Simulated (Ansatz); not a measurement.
TePt (NiAs type, space group No. 194) at seven volumes, r²SCAN in the plane-wave PAW code Ansatz, shape and atoms relaxed at each. One row is withheld.

```csv
V (Å³/atom),P (GPa)
19.927,15.38
20.584,9.28
21.241,4.21
21.898,0.00
22.555,-3.51
23.212,?
23.869,-8.87
```

### Question
Fit the shown pressures and predict the withheld one.

### Answer
Third-order Birch–Murnaghan: P = (3/2)B₀(x^(7/2) − x^(5/2))[1 + (3/4)(B′ − 4)(x − 1)] with x = (V₀/V)^(2/3). Least squares on the six rows gives V₀ = 21.897 Å³/atom, B₀ = 128.1 GPa, B′ = 5.11. At V = 23.212, x = 0.9619 and P = -6.44 GPa. The run itself gave -6.44 GPa.

Space group P6_3/mmc (NiAs type). The workflow started from an entry of the Crystallography Open Database (COD), which files this formula under 2 space groups. Whether it is the stable phase at ambient conditions was not checked. The cell was relaxed with r²SCAN under the symmetry of its start; whether a distortion lowers the energy is not shown. No spin polarisation was allowed. Spin–orbit coupling is left out wherever it is not named.

Potentials: the later of the program's two PAW sets.
